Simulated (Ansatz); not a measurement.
Phonon spectrum of Ti$_{4}$C$_{3}$

The calculation used DFT PBE, scalar-relativistic, plane waves, PAW (Ansatz). Cutoff 420 eV, 10×10×10 k-points (Γ-centred), Fermi-Dirac smearing of 0.15 eV. No spin polarisation. Phonons by linear response, acoustic sum rule imposed.

Relaxed structure:
```yaml
crystal:
  lattice:
    - [4.31173, 0.00000, 0.00000]
    - [0.00000, 4.31173, 0.00000]
    - [0.00000, 0.00000, 4.31173]
  atoms:
    - { symbol: Ti, position: [0.50000, 0.00000, 0.00000] }
    - { symbol: Ti, position: [0.00000, 0.50000, 0.00000] }
    - { symbol: Ti, position: [0.00000, 0.00000, 0.50000] }
    - { symbol: Ti, position: [0.50000, 0.50000, 0.50000] }
    - { symbol: C, position: [0.00000, 0.50000, 0.50000] }
    - { symbol: C, position: [0.50000, 0.00000, 0.50000] }
    - { symbol: C, position: [0.50000, 0.50000, 0.00000] }
```

It was reached by relaxing an invented guess, and it needn't be the stable form of this composition. In a metal, frequencies and elastic constants depend on the k mesh and the smearing, soft modes and shear constants most. The q mesh is coarse, so values between its points are rough.

Force constants from linear response on a 2×2×2 q mesh.

(1) Is the structure dynamically stable on this mesh?

(2) Give the frequencies (cm⁻¹; i marks imaginary ones) at the irreducible q points, in fractions of the reciprocal vectors.

Results:

(1) Yes, on this mesh: no mode is imaginary.

(2)
```csv
q,star,frequencies
0.000 0.000 0.000,1,0 0 0 233 233 233 262 262 262 340 340 340 502 502 502 512 512 512 592 592 592
0.000 0.000 -0.500,3,173 173 182 182 203 270 270 294 321 321 321 323 502 502 526 526 583 589 589 591 664
0.000 -0.500 -0.500,3,108 208 239 239 242 242 262 268 276 355 377 377 484 533 533 579 587 587 603 653 697
-0.500 -0.500 -0.500,1,106 106 234 234 234 266 266 266 335 419 419 419 487 487 487 584 584 645 645 645 734
```
